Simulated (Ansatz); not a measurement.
Computed generalised stacking-fault energy along a line: Li (bcc, W type)

Generalised stacking fault of Li (bcc, W type) on the {211} plane. The cell below holds the perfect crystal with the plane normal along z; tilting its third vector by the shift puts one fault into each cell, between planes 1.42 Å apart, at fixed cell height.

```
CELL_PARAMETERS angstrom
      3.01055     0.00000     0.00000
      0.00000     4.91621     0.00000
      0.00000     0.00000     8.51512
ATOMIC_POSITIONS crystal
  Li 0.00000 0.00000 0.91667
  Li 0.66667 0.50000 0.08333
  Li 0.33333 0.00000 0.25000
  Li 0.00000 0.50000 0.41667
  Li 0.66667 0.00000 0.58333
  Li 0.33333 0.50000 0.75000
```

In-plane vectors a = (3.011, 0.000) Å, b = (0.000, 4.916) Å, area 14.80 Å². The shift is s times the vector a (length 3.011 Å), so s = 1 restores the start. The shift is rigid: no atom relaxes. γ = [E(shift) − E(0)] / area.

Level of theory: r2SCAN (plane waves to 500 eV, PAW, scalar-relativistic; Ansatz, a program for electronic structure). k mesh 13×8×5 (Γ-centred), Fermi-Dirac smearing 0.05 eV. E is the zero-smearing estimate. Compression counts positive. With partly filled bands, the k mesh leaves noise in γ, roughly 0.02 J/m² as judged from a few cases. Faults lie only 8.5 Å apart, and holding the cell height and the atoms raises γ above its relaxed value. Li was relaxed with its symmetry unable to fall. The PAW data are Ansatz's earlier set. γ is measured from zero shift.

| shift (Å) | γ (J/m²) | σ normal to the fault (GPa) |
|---|---|---|
| 0.000 | 0.00 | 0.2 |
| 0.251 | 0.01 | 0.0 |
| 0.502 | 0.02 | 0.0 |
| 0.753 | 0.05 | 0.1 |
| 1.004 | 0.07 | 0.3 |
| 1.254 | 0.09 | 0.5 |
| 1.505 | 0.10 | 0.6 |
| 1.756 | 0.09 | 0.7 |
| 2.007 | 0.07 | 0.7 |
| 2.258 | 0.05 | 0.6 |
| 2.509 | 0.02 | 0.4 |
| 2.760 | 0.00 | 0.2 |

Read from the data:

* **Highest computed γ on the line**: 0.10 J/m²
* **Position of the highest point**: s = 0.417 and s = 0.500 and s = 0.583

(The slope of γ gives the shear force per area between the displaced halves; near zero shift its curvature is an elastic stiffness.)
